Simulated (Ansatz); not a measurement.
YbSe₂ in the fluorite structure

The computed numbers are results of PBEsol, scalar-relativistic (collinear spin) in the plane-wave PAW code Ansatz at 420 eV, Γ-centred 8×8×8 mesh, 0.05 eV Gaussian smearing; PAW files: Ansatz's generated set soft_2.

```
Yb Se
1.0
     0.00000    3.34029    3.34029
     3.34029    0.00000    3.34029
     3.34029    3.34029    0.00000
Yb Se
1 2
Direct
  0.00000 0.00000 0.00000
  0.25000 0.25000 0.25000
  0.75000 0.75000 0.75000
```

The cell came from substitution into a structure type; whether the compound takes it is for experiment to say.

Magnetic state: non-magnetic, site spin moments none.

The cell above was scaled in volume, its shape and atoms being fixed by the lattice's symmetry. Energies are counted from the cell above.

Cell and atoms are those of this level's equilibrium.

```json
{"V (Å³/atom)": "23.85", "ΔE (meV/atom)": "7.7", "P (GPa)": "2.6"}
{"V (Å³/atom)": "24.35", "ΔE (meV/atom)": "1.8", "P (GPa)": "1.2"}
{"V (Å³/atom)": "24.85", "ΔE (meV/atom)": "0.0", "P (GPa)": "0.0"}
{"V (Å³/atom)": "25.34", "ΔE (meV/atom)": "1.8", "P (GPa)": "-1.1"}
{"V (Å³/atom)": "25.84", "ΔE (meV/atom)": "6.8", "P (GPa)": "-2.1"}
```

(1) What do the points give for the equilibrium volume, the bulk modulus and its pressure derivative (third-order Birch–Murnaghan)?

Answer:

(1) V0 = 24.84 Å³/atom, B0 = 59 GPa, B0′ = 4.4.

B0·V0 = 58.5 GPa × 24.84 Å³ = 9.07 eV/atom sets the scale: near the minimum ΔE ≈ ½ B0 V0 x², with x = V/V0 − 1, and a pressure of 0.6 GPa squeezes the volume by about 1 %. At the ends of the curve: x = −4.0 % predicts 7.2 meV/atom and the run gives 7.7; x = +4.0 % predicts 7.3 meV/atom and the run gives 6.8. Compression costs more and expansion less than the parabola says, since the crystal stiffens as it shrinks; B0′ measures that.

Without a U the 4f levels of Yb lie too near the Fermi level, so their share of the states there, and what hangs on it, is overstated. Scalar-relativistic only: spin–orbit splittings of the heavy atoms' levels are missing. The starting moments died out; a magnetic state reached from other starts isn't excluded. A displaced or strained copy of the relaxed cell lay 0.6 meV/atom lower, so on this mesh the structure isn't a minimum; in a metal a finer mesh can change so small a difference.
